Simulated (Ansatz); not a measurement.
# Levels of theory for CaCdF4 (fluorite sites, P4/mmm)

All numbers come from the PAW code Ansatz. These are computed values for a non-magnetic cell that may be hypothetical; none is a measurement.

Structure: CaCdF4 on the sites of the fluorite structure (relaxed group P4/mmm), at its r2SCAN minimum. Space group P4/mmm (No. 123), tetragonal; conventional cell a = 3.829 Å, c = 5.415 Å, 13.23 Å³ an atom. Cd is surrounded by 8 F at 2.34 Å; F is surrounded by 2 Cd at 2.34 Å and 2 Ca at 2.35 Å; Ca is surrounded by 8 F at 2.35 Å.

```
Cd F Ca
1.0
     3.82867    0.00000    0.00000
     0.00000    3.82867    0.00000
     0.00000    0.00000    5.41486
Cd F Ca
1 4 1
Cartesian
  0.0000 0.0000 0.0000
  0.0000 1.9143 4.0653
  0.0000 1.9143 1.3496
  1.9143 0.0000 1.3496
  1.9143 0.0000 4.0653
  1.9143 1.9143 2.7074
```

Relaxed lattice by functional, symmetry kept:

| functional | k mesh | a (Å) | c (Å) | volume (Å³/atom) |
| --- | --- | --- | --- | --- |
| PBE | 6×6×4 | 3.888 | 5.497 | 13.85 |
| r2SCAN | 6×6×4 | 3.829 | 5.415 | 13.23 |
| PBEsol | 6×6×4 | 3.822 | 5.404 | 13.16 |

Band edges at fixed r2SCAN geometry:

| level | k mesh | gap (eV) | kind | edges | least direct gap (eV) |
| --- | --- | --- | --- | --- | --- |
| PBE | 6×6×6 | 4.29 | indirect | A → Γ | 4.48 |
| PBE+SOC | 6×6×6 | 4.29 | indirect | A → Γ | 4.44 |
| r2SCAN | 6×6×6 | 4.98 | indirect | A → Γ | 5.18 |
| HSE06 | 4×4×4 | 6.38 | indirect | A → Γ | 6.60 |
| PBE0 | 4×4×4 | 7.14 | indirect | A → Γ | 7.36 |

PBE: smearing of 0.02 eV; the others have fixed occupations.
Wave cutoffs: 420 eV, 500 eV (r2SCAN).

With HSE06 the valence top lies at A and the conduction bottom at Γ, 6.38 eV higher; the smallest vertical gap, at Γ, is 6.60 eV. Spin-orbit coupling changes the PBE gap by 0.00 eV, to 4.29 eV.

r2SCAN covers 33 % of the step from PBE to HSE06. For gaps to 0.1 eV, spin-orbit coupling (up to 0.04 eV here) can be left out. Among these functionals the gap stays indirect.

On the PBEsol cell (a = 3.822 Å, c = 5.404 Å), with PBEsol: The zone-centre optical frequencies run from 110 to 390 cm⁻¹, none imaginary (the rest of the zone wasn't tested). With the long-range field the highest mode reaches 432 cm⁻¹. ε∞: 2.59 along x and y, 2.58 along z. With the ions relaxed, ε⁰ is 8.6 along x and y, 8.5 along z. Born charges, averaged over directions: Cd +2.42, F -1.21, Ca +2.44 e. The program notes that the ground state's band table doesn't vouch for all the bands that the response reads.

Only the levels marked +SOC include spin-orbit coupling.

The meshes of the hybrids are coarse, so their gaps aren't converged to the digits shown.
